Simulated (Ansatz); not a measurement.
The relaxed structure here is a generated cell of Al2Cu: the first start was made by placing the elements on the sites of a structure type, and the end was not matched to a known phase here, so it may be hypothetical. Known forms of Al2Cu include space group No. 140.

A relaxed cell of Al₂Cu (Immm (No. 71)), relaxed on a k-mesh at least as fine as the one used below. Calculation: PBEsol (plane waves to 420 eV, PAW, scalar-relativistic; Ansatz, a first-principles code). Γ-centred k-mesh 10×12×7 on the run's cell (coarser than for final values), Fermi–Dirac smearing 0.05 eV.

```xyz
6
Lattice="-1.3857 1.8736 4.1160 1.3857 -1.8736 4.1160 2.7714 3.7472 -8.2321" Properties=species:S:1:pos:R:3 pbc="T T T"
Cu     0.0000     0.0000     0.0000
Cu     1.3857     1.8736    -4.1160
Al     0.0000     0.0000     5.4465
Al     1.3857     1.8736     1.3305
Al     0.0000     0.0000     2.7855
Al     1.3857     1.8736    -1.3305
```

The atoms are displaced by (Å):

```csv
atom,ux,uy,uz
Cu1,0.134,0.053,-0.061
Cu2,0.005,0.085,-0.052
Al3,-0.043,-0.031,-0.141
Al4,-0.094,0.026,-0.020
Al5,-0.090,-0.033,0.056
Al6,-0.016,0.041,0.146
```

**Question.** What forces (eV/Å) and pressure result?

**Answer.** 
| atom | Fx | Fy | Fz |
|---|---|---|---|
| Cu1 | -0.51 | -0.19 | 0.20 |
| Cu2 | -0.16 | -0.49 | 0.17 |
| Al3 | 0.05 | 0.23 | 1.43 |
| Al4 | 0.24 | 0.00 | 0.94 |
| Al5 | 0.60 | 0.18 | -1.37 |
| Al6 | -0.22 | 0.27 | -1.37 |

Pressure +2.3 GPa.

**Question.** Estimate the energy cost of the displacement in the harmonic approximation and compare with the calculation.

**Answer.** For a harmonic well ΔE = −½ Σ F·u = 0.359 eV a cell, or 60 meV/atom. The calculated energy relative to the undisplaced cell is +0.06 eV/atom, so the harmonic estimate holds well.

No spin polarisation in the result.

The run that gave the undisplaced cell could not lose the symmetry of its start: the end is stationary, and may be a saddle point rather than a minimum.
